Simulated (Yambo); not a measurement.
Mg2Ge (anti-fluorite, space group Fm-3m, No. 225), G0W0@LDA in Yambo; all else as in the reference (4×4×4 Γ-centred k mesh, bands 9 to 124 and a 8 Ry block in the screening, 124 bands in G with the Bruneval-Gonze terminator, plasmon pole fitted at 27.2 eV). One parameter is varied: the cutoff of the exchange sum, over 5, 10, 20, 40, 84 Ry.

Q: From which value on does the gap Γ → X stay within 0.05 eV of the largest setting?

A: From 10 Ry on.
```csv
cutoff of the exchange sum (Ry),G0W0 gap (eV),valence shift (eV)
5,0.74,-0.14
10,0.85,-0.44
20,0.87,-0.57
40,0.85,-0.63
84,0.83,-0.64
```
The last step of the sweep still moves the gap by 20 meV; the other settings are held fixed.

The standard potential for Ge keeps a d shell in the valence without the s and p states of that shell. In tests on such compounds this moved G0W0 gaps by up to about 0.9 eV, so absolute quasiparticle energies here are unreliable; differences between settings are what counts.

Spin-orbit coupling is not included.

Geometry relaxed with LDA; primitive cell a = 4.4450 Å, b = 4.4450 Å, c = 4.4450 Å, α = 60.00°, β = 60.00°, γ = 60.00°.

A shift is the quasiparticle energy of the state minus its LDA energy.
